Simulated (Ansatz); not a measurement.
SiSnO₃:
```cif
data_O3SiSn
_chemical_formula_sum 'Si1 Sn1 O3'
_space_group_name_H-M_alt 'P 1'
_space_group_IT_number 1
_cell_length_a 3.46524
_cell_length_b 3.46524
_cell_length_c 4.73609
_cell_angle_alpha 90.000
_cell_angle_beta 90.000
_cell_angle_gamma 90.000
loop_
_space_group_symop_operation_xyz
  'x, y, z'
loop_
_atom_site_label
_atom_site_type_symbol
_atom_site_fract_x
_atom_site_fract_y
_atom_site_fract_z
_atom_site_occupancy
Si1 Si 0.50000 0.50000 0.49121 1
Sn1 Sn 0.00000 0.00000 0.02104 1
O1 O 0.50000 0.50000 0.83222 1
O2 O 0.50000 0.00000 0.38077 1
O3 O 0.00000 0.50000 0.38077 1
```

Relaxed with r²SCAN. The program Ansatz at the r²SCAN level (PAW) gives a gap of 1.32 eV.

Q: What gap does HSE06 give on the same cell (Ansatz, PAW)?

A: 1.89 eV, 0.57 eV more. The hybrid was solved on a coarser mesh and at special points; the gap given is the minimum over both.

```tsv
k	v1 r²SCAN	c1 r²SCAN	v1 HSE06	c1 HSE06
Γ	-3.28	1.32	-3.71	1.89
Z	-2.01	2.05	[?]	[?]
M	-1.78	3.42	[?]	[?]
A	-1.78	3.85	[?]	[?]
R	-0.58	3.25	-0.62	3.82
X	0.00	1.92	[?]	[?]
```

Q: Top valence (v1) and lowest conduction level (c1) in eV from each method's valence maximum (which need not be a listed point): supply the withheld HSE06 values.

A: 
- M, v1 HSE06: -2.20
- M, c1 HSE06: 4.01
- Z, v1 HSE06: -2.10
- Z, c1 HSE06: 2.63
- A, v1 HSE06: -2.20
- A, c1 HSE06: 4.44
- X, v1 HSE06: 0.00
- X, c1 HSE06: 2.40

Cost on shared cores: the r²SCAN run (SCF on a 8×8×6 mesh, then bands and DOS) roughly 60 core-seconds, the HSE06 run (SCF on 5×5×4, then a few points) around 70 core-seconds (rough); the tasks are unlike.

Space group P4mm. The cell is a constructed one: a structure type filled with these elements; neither database checked (COD, Materials Project) lists it. Whether it is the stable phase at ambient conditions was not checked. The cell was relaxed with r²SCAN under the symmetry of its start; its stability against distortions is not shown here. Scalar-relativistic: spin–orbit coupling is off unless named, which matters more the heavier the elements.

Potentials: the earlier of the program's two PAW sets.
